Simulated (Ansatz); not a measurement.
Here is the system:

GeSb₂Te₄:
```yaml
crystal:
  lattice:
    - [2.13103, 1.23035, 13.87108]
    - [-2.13103, 1.23035, 13.87108]
    - [0.00000, -2.46070, 13.87108]
  atoms:
    - { symbol: Ge, position: [0.00000, 0.00000, 0.00000] }
    - { symbol: Sb, position: [0.42197, 0.42197, 0.42197] }
    - { symbol: Sb, position: [0.57803, 0.57803, 0.57803] }
    - { symbol: Te, position: [0.12947, 0.12947, 0.12947] }
    - { symbol: Te, position: [0.87053, 0.87053, 0.87053] }
    - { symbol: Te, position: [0.29296, 0.29296, 0.29296] }
    - { symbol: Te, position: [0.70704, 0.70704, 0.70704] }
```

This is the r²SCAN+D4-relaxed structure. Cartesian axes are those of the cell as given.

All from the program Ansatz at the r²SCAN+D4 level (PAW), unless another level is named. Estimate the formation energy from the elements (no fitted shifts).

-0.10 eV/atom.

Next, the band gap?

0.38 eV (indirect).

Predict the electron effective mass.

0.063, 0.11, 0.21 mₑ (principal values).

What about the conduction-band minimum?

off the standard path, at k = (-0.130, -0.130, -0.072).

Next, the weight of the valence-edge state by species (Voronoi cells)?

Te 71 %, Sb 23 %, Ge 6 %.

Space group R-3m. Symmetry was held in the r²SCAN+D4 relaxation. The references are the lowest solids computed at this level, not always the standard phases. Spin–orbit coupling is left out wherever it is not named.

Potentials: the later of the program's two PAW sets.
